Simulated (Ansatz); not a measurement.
AlN:
```yaml
crystal:
  lattice:
    - [3.10664, 0.00000, 0.00000]
    - [-1.55332, 2.69043, 0.00000]
    - [0.00000, 0.00000, 4.97863]
  atoms:
    - { symbol: Al, position: [0.66667, 0.33333, 0.00341] }
    - { symbol: Al, position: [0.33333, 0.66667, 0.50341] }
    - { symbol: N, position: [0.66667, 0.33333, 0.62179] }
    - { symbol: N, position: [0.33333, 0.66667, 0.12179] }
```

Cartesian axes are those of the cell as given.

Problem. Give the proper piezoelectric stress tensor with relaxed ions from the program Ansatz at the r²SCAN level (PAW).

Solution. In C/m², rows x, y, z, Voigt columns; mesh uncertainty up to 0.00.
```
 0.00   0.00   0.00   0.00   0.31   0.00
 0.00   0.00   0.00   0.31   0.00   0.00
 0.59   0.59  -1.49   0.00   0.00   0.00
```

The elastic tensor of the same run (GPa):

```csv
,1,2,3,4,5,6
1,409,138,105,0.0,0.0,0.0
2,138,409,105,0.0,0.0,0.0
3,105,105,385,0.0,0.0,0.0
4,0.0,0.0,0.0,123,0.0,0.0
5,0.0,0.0,0.0,0.0,123,0.0
6,0.0,0.0,0.0,0.0,0.0,135
```

Problem. Convert to strain constants d = e·S.

Solution. In pC/N:
```
 0.0   0.0   0.0   0.0   2.5   0.0
 0.0   0.0   0.0   2.5   0.0   0.0
 2.0   2.0  -5.0   0.0   0.0   0.0
```

Space group P6_3mc (wurtzite). Symmetry was held in the r²SCAN relaxation; phonons on a q-mesh show no instability.

Potentials: the later of the program's two PAW sets.
